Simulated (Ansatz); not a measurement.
# Property card for LiAlF₄

Theory: DFT PBE, scalar-relativistic, plane waves, PAW in Ansatz 0.2.0.

Plane waves to 420 eV, a k mesh through Γ of 4×4×4 on the computed 12-atom cell and Gaussian smearing (0.02 eV); no spin polarisation.

The structure is relaxed at this level of theory with its symmetry kept, and needn't be the ground state of this composition.

Space group P4_2/mmc (No. 131), tetragonal, a = 5.502 Å, c = 9.382 Å. Li is surrounded by 4 F at 1.93 Å; Al has 4 F at 1.70 Å; around F lie 1 Al at 1.70 Å and 1 Li at 1.93 Å.

| Item | Value |
| --- | --- |
| Volume per atom | 23.67 Å³ |
| Formation energy from the elements' standard states (uncorrected) | -3.261 eV/atom |
| Kohn–Sham band gap | 6.65 eV, indirect from X to Γ |
| Orbital (Löwdin) character of the top 1 eV of the valence band | F 2p 99 % |
| Orbital (Löwdin) character of the lowest 1 eV of the conduction band | Li 2s 52 %, Al 3s 17 %, F 2s 10 %, Al 3p 8 %, unprojected 10 % |
| Electron masses at the edge by direction of the standard setting (m_e; one valley, along these axes only; no spin-orbit coupling) | x: 0.78; y: 0.78; z: 0.80 |
| Hole masses at the edge by direction of the standard setting (m_e; one valley, along these axes only; no spin-orbit coupling) | x: 2.0; y: 29; z: 9.5 |

The cell was found from a structure generator's guess, not taken from experiment. Kohn–Sham gaps at this level usually fall short of measured ones. Löwdin shares on free-atom orbitals overweight diffuse shells in the empty bands.
